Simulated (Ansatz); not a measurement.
# AlGa$_{3}$Sb$_{4}$ (I-42m) at 2 levels of theory

One geometry, relaxed with PBE; plane waves with PAW potentials in Ansatz, scalar-relativistic. No spin polarisation. Gaps are the least over mesh and band path; pressure is positive in compression.

```
Al Ga Sb
1.0
    -3.10835    3.10835    6.21684
     3.10835   -3.10835    6.21684
     3.10835    3.10835   -6.21684
Al Ga Sb
1 3 4
Direct
  0.00000 0.00000 0.00000
  0.75000 0.25000 0.50000
  0.50000 0.50000 0.00000
  0.25000 0.75000 0.50000
  0.37541 0.37541 0.50075
  0.12535 0.62459 0.00000
  0.87465 0.87465 0.49925
  0.62459 0.12535 0.00000
```

| level | cutoff (eV) | k mesh | gap (eV) | pressure (GPa) |
| --- | --- | --- | --- | --- |
| PBE | 420 | 8×8×8 | 0.08 | 0.0 |

Task: What comes out on the same cell with LDA?

Result:
| level | cutoff (eV) | k mesh | gap (eV) | pressure (GPa) |
| --- | --- | --- | --- | --- |
| LDA | 420 | 8×8×8 | 0 | -3.5 |

Spin-orbit coupling matters for the bands of heavy elements and is left out. The smearing is narrow for a metal on this mesh.

The structure comes from a generated guess; another structure or a mixture of phases may lie lower.
